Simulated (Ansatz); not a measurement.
Bi:
```
Bi
1.0
    0.00000     2.50357     2.50357
    2.50357     0.00000     2.50357
    2.50357     2.50357     0.00000
Bi
1
Cartesian
  0.00000   0.00000   0.00000
```

Relaxed with r²SCAN. Special points in fractions of this cell's reciprocal vectors: Γ (0.000, 0.000, 0.000); X (0.500, 0.000, 0.500); U (0.625, 0.250, 0.625); K (0.375, 0.375, 0.750); L (0.500, 0.500, 0.500); W (0.500, 0.250, 0.750).

List the band energies nearest the Fermi level at these points for r²SCAN (plane waves, PAW; program Ansatz).

In eV from the Fermi level; about four levels below and three above (degenerate sets whole), none deeper than 8.9 eV; … stands for higher levels left out; points with the same levels are listed once.

| k | below | above |
|---|---|---|
| Γ | – | 5.08 5.08 5.08 |
| X | -4.77 | 0.29 0.29 … |
| U | -3.84 -2.73 | 1.13 … |
| L | -5.55 | 3.41 3.41 … |
| W | -2.98 -2.98 -1.16 | … |

Space group Fm-3m (fcc (Cu type)). The start of the workflow was typed in or built on a structure type; neither database checked (COD, Materials Project) lists it. It is not the phase usual at ambient conditions (space group No. 166). Symmetry was held in the r²SCAN relaxation. At this level the phase is mechanically unstable. Scalar-relativistic: spin–orbit coupling is off unless named, which matters more the heavier the elements.

Potentials: the later of the program's two PAW sets.
